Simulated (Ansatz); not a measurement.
The start is a generated cell, Au built in the beta-Sn structure type. A full variable-cell relaxation at zero pressure is run with PBEsol (plane waves to 420 eV, PAW, scalar-relativistic; Ansatz, a first-principles code). The first steps use a coarse 13×13×13 k-mesh.

The start:
```yaml
crystal:
  lattice:
    - [-2.53746, 2.53746, 1.38447]
    - [2.53746, -2.53746, 1.38447]
    - [2.53746, 2.53746, -1.38447]
  atoms:
    - { symbol: Au, position: [0.75000, 0.25000, 0.50000] }
    - { symbol: Au, position: [0.00000, 0.00000, 0.00000] }
```

**Question.** What pressure does the first self-consistent step give?

**Answer.** +7.4 GPa (positive: the cell is compressed).

**Question.** By how much does the energy per atom fall from start to end?

**Answer.** 0.05 eV/atom.

**Question.** How do the shortest distances between atoms change?

**Answer.** The closest pairs of elements (up to four, under 3.6 Å), start → end: Au–Au 2.63 → 2.70 Å.

**Question.** What band gap does the relaxed structure have at this level?

**Answer.** Zero (metallic).

**Question.** Give the final cell and atomic positions.

**Answer.** 
Space group I4₁/amd, origin choice 1 (No. 141); a = 5.2482 Å, b = 5.2482 Å, c = 2.7034 Å, α = 90.00°, β = 90.00°, γ = 90.00°

| atom | site | symmetry | x | y | z |
|---|---|---|---|---|---|
| Au | 4a | -4m2 | 0.0000 | 0.0000 | 0.0000 |
(The calculation used a cell of 2 atoms; values per cell refer to that cell.)

The space group stays I4₁/amd (No. 141) (the run could not lower it); the end is AFLOW prototype A_tI4_141_a (A5, as in Sn), with 2 atoms in the primitive cell. Final values are on a 19×19×19 k-mesh of the relaxed cell. No spin polarisation in the result.

The run could not lose the symmetry of its start: the end is stationary, and may be a saddle point rather than a minimum.

All atoms sit on sites fixed by symmetry, so only the cell could relax.

The relaxed structure here is a generated cell of Au: the first start was made by placing the elements on the sites of a structure type, and the end was not matched to a known phase here, so it may be hypothetical. Known forms of Au include space group No. 225.
